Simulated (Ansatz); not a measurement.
## BN: clamped-ion strain scan

Computed with DFT PBE+D3(BJ), scalar-relativistic, plane waves, PAW (Ansatz 0.2.0). Settings: plane waves to 300 eV, k-mesh 12×12×4 (Γ-centred), Gaussian smearing 0.05 eV. No spin polarisation. Energies are free energies at this smearing, counted from the undisturbed cell; pressure is positive in compression.

Reference structure (as given, not relaxed at this level; it stands at 1.9 GPa):

```
CELL_PARAMETERS angstrom
2.50399 0.00000 0.00000
-1.25200 2.16852 0.00000
0.00000 0.00000 6.66120
ATOMIC_POSITIONS crystal
B 0.33333 0.66667 0.25000
B 0.66667 0.33333 0.75000
N 0.33333 0.66667 0.75000
N 0.66667 0.33333 0.25000
```

The cell is strained by ε times the Voigt pattern (1, 1, 0, 0, 0, 0) (xx, yy, zz, yz, xz, xy; engineering shear) with fractional coordinates fixed.

Task: Over the sampled range (-0.0600 to 0.0600), is the undisturbed cell the lowest point?

Result: Yes, every other sampled point lies higher.

Task: Which end lies higher in energy, -0.0600 or +0.0600?

Result: -0.0600: 286.0 against 174.5.

Task: Does the gap on the k-mesh survive along the scan?

Result: It is 4.28 eV at the start and stays between 3.95 and 4.57 eV.

The scan:

```csv
ε,ΔE (meV/atom)
-0.0600,286.0
-0.0450,156.6
-0.0300,70.3
-0.0150,18.9
0.0000,0.0
0.0150,9.3
0.0300,43.0
0.0450,98.9
0.0525,134.3
0.0600,174.5
```

Cost: 10 runs of about 0.2 core-minutes in all, on Intel Xeon Processor @ 2.70GHz (shared hosts).